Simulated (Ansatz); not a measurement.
InF₃:
```yaml
crystal:
  lattice:
    - [2.65200, 1.53113, 4.86462]
    - [-2.65200, 1.53113, 4.86462]
    - [0.00000, -3.06227, 4.86462]
  atoms:
    - { symbol: In, position: [0.50000, 0.50000, 0.50000] }
    - { symbol: In, position: [0.00000, 0.00000, 0.00000] }
    - { symbol: F, position: [0.38210, 0.75000, 0.11790] }
    - { symbol: F, position: [0.61790, 0.25000, 0.88210] }
    - { symbol: F, position: [0.11790, 0.38210, 0.75000] }
    - { symbol: F, position: [0.88210, 0.61790, 0.25000] }
    - { symbol: F, position: [0.75000, 0.11790, 0.38210] }
    - { symbol: F, position: [0.25000, 0.88210, 0.61790] }
```

Relaxed with r²SCAN.

Question: Give the optical modes at the zone centre with their infrared and Raman activity from DFPT, r²SCAN in the plane-wave PAW code Ansatz.

Answer: Transverse frequencies, without the LO–TO term; a row sums one degenerate level.

```csv
ω (cm⁻¹),degeneracy,IR ((D/Å)²/amu),Raman (Å⁴/amu),activity,symmetry
117,2,0.00,0.27,Raman,Eg
122,2,2.45,0,IR,Eu
152,2,2.20,0,IR,Eu
156,1,4.68,0,IR,A2u
158,1,0.00,0,silent,A1u
225,1,0.00,15,Raman,A1g
225,1,0.00,0,silent,A2g
268,2,0.00,0.85,Raman,Eg
298,2,6.98,0,IR,Eu
310,1,0.00,0,silent,A1u
414,2,0.00,0.63,Raman,Eg
514,1,11.03,0,IR,A2u
517,2,16.72,0,IR,Eu
597,1,0.00,0,silent,A2g
```

Question: How high does the top mode go among those that the LO–TO term moves?

Answer: 591 cm⁻¹ for q along x, 591 cm⁻¹ for q along y, 603 cm⁻¹ for q along z.

Space group R-3c. The first step of the workflow began from a Materials Project structure, measured or hypothetical; the Crystallography Open Database files this formula in space group No. 167, but the cells were not matched. Its standing as an ambient phase is unchecked. The r²SCAN relaxation kept the symmetry of its start; its stability against distortions is not shown here.

Potentials: the later of the program's two PAW sets.
